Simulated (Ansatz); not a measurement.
LiCl:
```xyz
2
Lattice="0.0000 2.5319 2.5319 2.5319 0.0000 2.5319 2.5319 2.5319 0.0000" Properties=species:S:1:pos:R:3 pbc="T T T"
Li     0.0000     0.0000     0.0000
Cl     2.5319     2.5319     2.5319
```

x, y and z are the axes in which the lattice vectors are written.

Problem. Give the high-frequency dielectric tensor and the Born effective charge tensors of the independent atoms from DFPT, PBEsol in the plane-wave PAW code Ansatz.

Solution. 
ε∞:
```
3.07  0.00  0.00
0.00  3.07  0.00
0.00  0.00  3.07
```
Z* of atom 1 (Li), rows: field, columns: displacement, in e:
```
1.17  0.00  0.00
0.00  1.17  0.00
0.00  0.00  1.17
```
Z* of atom 2 (Cl), rows: field, columns: displacement, in e:
```
-1.17   0.00   0.00
 0.00  -1.17   0.00
 0.00   0.00  -1.17
```

Space group Fm-3m (rock salt). The PBEsol relaxation kept the symmetry of its start.

Potentials: the later of the program's two PAW sets.
